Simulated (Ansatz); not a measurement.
## AlAu₄: what symmetry allows forces and stress to be

```
Al Au
1.0
     2.46894   -1.69404    0.01683
     2.46894    1.69404    0.01683
    -0.90936    0.00000   10.73988
Al Au
1 4
Cartesian
  0.0360 0.0000 -0.1007
  2.2877 0.0000 8.8417
  0.4078 0.0000 6.5587
  3.5643 0.0000 4.2776
  1.7613 0.0000 1.9698
```

All numbers below come from Ansatz, DFT PBEsol, scalar-relativistic, plane waves, PAW.

Cutoff 420 eV; k points 12×12×4 on the computed 5-atom cell (Γ-centred); Gaussian smearing, width 0.10 eV; no spin polarisation.

This distorted cell has space group Cm, with 2 operations.

Task: Without a calculation: in which directions can each atom feel a force?

Result: A force must be left unchanged by every operation that keeps its atom in place, so it lies in the space that those operations leave fixed. Atoms that the group maps onto each other feel forces of one size.
```csv
atom,site symmetry,operations at the site,equivalent to atom,allowed force (Cartesian)
Al1,m,2,1,"in the plane normal to (0.00, 1.00, 0.00)"
Au2,m,2,2,"in the plane normal to (0.00, 1.00, 0.00)"
Au3,m,2,3,"in the plane normal to (0.00, 1.00, 0.00)"
Au4,m,2,4,"in the plane normal to (0.00, 1.00, 0.00)"
Au5,m,2,5,"in the plane normal to (0.00, 1.00, 0.00)"
```

That leaves 10 independent force components of 15, tied by 2 conditions that the forces sum to zero, so 8 remain. A relaxation in this cell that keeps the symmetry moves the atoms in these directions alone.

Task: And the stress tensor?

Result: It must be invariant under the point group, which leaves 4 independent components: yz, xy vanish.

Task: Do the computed values obey this?

Result: Yes. Forces (eV/Å):
```
Al1  0.060  0.000  0.904
Au2  0.044  0.000 -0.400
Au3  0.024  0.000 -0.321
Au4 -0.004  0.000  0.190
Au5 -0.125  0.000 -0.373
```

Stress (GPa, compression positive, xx yy zz yz xz xy): -7.62 -6.86 -7.61 0.00 -0.83 0.00. The program imposes the same operations on density, forces and stress, so this confirms the analysis and is no independent test of the calculation.

Spin–orbit coupling is left out, which can shift energies with elements as heavy as these.